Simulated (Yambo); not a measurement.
```xyz
10
Lattice="0.0000 5.3358 5.3358 5.3358 0.0000 5.3358 5.3358 5.3358 0.0000" Properties=species:S:1:pos:R:3 pbc="T T T"
F      5.3358     5.3358     5.3358
Cl     8.1077     5.3358     5.3358
Cl     2.5638     5.3358     5.3358
Cl     5.3358     8.1077     5.3358
Cl     5.3358     2.5638     5.3358
Cl     5.3358     5.3358     8.1077
Cl     5.3358     5.3358     2.5638
I      0.0000     0.0000     0.0000
Cs     2.6679     2.6679     2.6679
Cs     8.0037     8.0037     8.0037
```

Cs₂ICl₆F (space group Fm-3m, No. 225): mean Im ε in 1 eV windows above the direct gap of 1.75 eV, for different electron-hole kernels (Yambo, broadening 0.15 eV, PBEsol (pw.x of Quantum ESPRESSO, ONCV potentials, without SOC) bands; 4×4×4 mesh, 18 valence and 6 conduction bands, static screening with 149 bands and a 3 Ry block, scissor 0.64 eV, Tamm-Dancoff; field along x).

| window (eV) | independent quasiparticles | RPA (no attraction) | BSE |
|---|---|---|---|
| 1.7 to 2.7 | 9.3 | 5.4 | 7.4 |
| 2.7 to 3.7 | 4.3 | 3.8 | 1.2 |
| 3.7 to 4.7 | 2.3 | 0.9 | 0.6 |
| 4.7 to 5.7 | 3.2 | 0.4 | 0.4 |

This run doesn't resolve bound excitons or single peaks, so only averages are given, and they too depend on the mesh; weight that the attraction moves below the gap isn't listed. All transitions below 6.59 eV are in the band window. The scissor comes from a G0W0 run whose convergence isn't established.

Without spin-orbit coupling, band edges of such heavy elements can be off by tenths of an eV.

Geometry of the Materials Project entry, not relaxed at this level.

The structure is a Materials Project entry; no match was found in the copy of COD used, and its stability was not checked.
